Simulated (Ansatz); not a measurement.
## Barrier materials for tunnel junctions

The current through a thin insulator falls as exp(−2kd), with k the slowest decay constant of states in the gap.

sapphire serves as the reference. The Fermi level is put at mid-gap. Of the planes computed for each crystal, the one with the slowest decay is listed. Wanted: the thickness for 4 decades of attenuation, and how many decades a 1.5 nm film gains over the reference.

**Data**

Levels of theory (Ansatz, a plane-wave PAW program, with an older set of its potentials): plane, in the cell as filed, gap, decay constant k, slowest state: r²SCAN, complex band structure, on cells taken as filed or relaxed beforehand.

Definitions used: decades per nm = 2k × 10 Å/ln 10 = 8.686 k; thickness = 4/(decades per nm); extra decades of a 1.5 nm film = 1.5 × (row − reference).

| crystal | plane, in the cell as filed | gap on the mesh (eV) | k at mid-gap (1/Å) | planes computed | slowest state | decades per nm | thickness (nm) | decades beyond the reference |
|---|---|---|---|---|---|---|---|---|
| Sr2ZnMoO6 (I4/m, tI20) | (110) | 2.45 | 0.301 | 2 | off Γ | 2.614 | 1.53 | −1.2 |
| sapphire (α-Al2O3), reference | (100) | 6.76 | 0.394 | 1 | at Γ | 3.422 | 1.17 | 0.0 |
| Rb2KScF6 (I4/m, tI20) | (001) | 7.62 | 0.517 | 2 | at Γ | 4.491 | 0.89 | 1.6 |
| Sr3V2O8 (R-3m, hR13) | (001) | 4.03 | 0.524 | 1 | at Γ | 4.551 | 0.88 | 1.7 |

Whether these are the forms stable at ambient conditions was not checked: Sr2ZnMoO6 (I4/m, tI20); Rb2KScF6 (I4/m, tI20); Sr3V2O8 (R-3m, hR13). Run without spin polarisation: Sr3V2O8 (R-3m, hR13). Cells under pressure at the level used (negative: too large): Sr2ZnMoO6 (I4/m, tI20) −7 GPa, sapphire −7 GPa. Spin–orbit coupling is left out unless named; no shift is given for Sr2ZnMoO6 (I4/m, tI20), Rb2KScF6 (I4/m, tI20), Sr3V2O8 (R-3m, hR13).

**Worked example**

For Sr2ZnMoO6 (I4/m, tI20), step by step:

decades per nm: 8.686 × 0.301 = 2.614; thickness: 4/2.614 = 1.53 nm; decades beyond the reference: 1.5 × (2.614 − 3.422) = −1.2.

The steps for sapphire:

1. decades per nm: 8.686 × 0.394 = 3.422
2. thickness: 4/3.422 = 1.17 nm

**Result**

Ranking by decades per nm, highest first: Sr3V2O8 (R-3m, hR13) (4.551 ± 0.27) ≈ Rb2KScF6 (I4/m, tI20) (4.491 ± 0.27), sapphire (3.422 ± 0.21), Sr2ZnMoO6 (I4/m, tI20) (2.614 ± 0.16). The ± follows from allowances picked for this note (decay constant k 6 %), carried to first order and added in quadrature; ≈ joins neighbours closer than their two ± added in quadrature. 2 of the 3 others clearly beat the reference on this figure.

**Caveats**

The gaps are the functional's own, as a rule smaller than measured ones, and k shrinks with them; planes not computed could decay more slowly; interface matching and symmetry filtering by the electrodes are not included. Where several phases of a formula are at hand, those over 0.1 eV/atom above the lowest were not drawn (by r²SCAN where it compared them, else by the largest value; a layered or molecular lowest phase counts only with a dispersion term); other phases could lie lower still. Crystals of Pb, Bi, Tl or Hg, those whose gap spin–orbit coupling moves by over 0.3 eV, and those of Te, I or Sb with no such test at hand were not drawn. The rows are a sample and no shortlist: familiar crystals first, some related and some not, whatever their agreement with measurement; tables with many equal figures were not kept. Limits of the draw: gap over 1 eV, no layered crystals, primitive or conventional cells alone; no unfamiliar magnets, and cubic perovskites only if shown or known to be stable. As a rule kept out of such tables: 4f compounds, open-shell compounds run without a Hubbard term, cells found unstable in the tests at hand, cells close to a higher symmetry, and runs set to a pressure or over 12 % in volume from the crystal's fullest run.
